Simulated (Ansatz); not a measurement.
MgO:
```cif
data_Mg4O4
_chemical_formula_sum 'Mg4 O4'
_space_group_name_H-M_alt 'Fm-3m'
_space_group_IT_number 225
_space_group_name_Hall '-F 4 2 3'
_cell_length_a 4.25396
_cell_length_b 4.25396
_cell_length_c 4.25396
_cell_angle_alpha 90.000
_cell_angle_beta 90.000
_cell_angle_gamma 90.000
loop_
_atom_site_label
_atom_site_type_symbol
_atom_site_symmetry_multiplicity
_atom_site_Wyckoff_symbol
_atom_site_fract_x
_atom_site_fract_y
_atom_site_fract_z
_atom_site_occupancy
Mg1 Mg 4 b 0.50000 0.50000 0.50000 1
O1 O 4 a 0.00000 0.00000 0.00000 1
```
(The calculation used a cell of 2 atoms; values per cell refer to that cell.)

Relaxed with PBE. PBE (plane waves, PAW; program Ansatz) gives a gap of 4.46 eV.

What gap does HSE06 give on the same cell (Ansatz, PAW)?

6.17 eV, 1.71 eV more. The hybrid was solved on a coarser mesh and at special points; its gap is the smallest among all of these.

```csv
k,v1 PBE,c1 PBE,v1 HSE06,c1 HSE06
Γ,0.00,4.46,0.00,6.17
X,-1.30,9.11,…,…
L,-0.62,7.73,…,…
W,-1.71,11.46,…,…
K,-1.10,9.96,…,…
```

Top valence (v1) and lowest conduction level (c1) in eV from each method's valence maximum (which need not be a listed point): supply the withheld HSE06 values.


- L, v1 HSE06: -0.68
- L, c1 HSE06: 9.49
- W, v1 HSE06: -1.83
- W, c1 HSE06: 13.45
- X, v1 HSE06: -1.42
- X, c1 HSE06: 10.82
- K, v1 HSE06: -1.20
- K, c1 HSE06: 11.78

Cost on shared cores: the PBE run (SCF on a 11×11×11 mesh, then bands and DOS) about 6 core-seconds (a rough figure), the HSE06 run (SCF on 8×8×8, then a few points) very roughly 40 core-seconds; the tasks are unlike.

The cell was relaxed with PBE under the symmetry of its start; phonons on a q-mesh show no instability.

Potentials: the later of the program's two PAW sets.
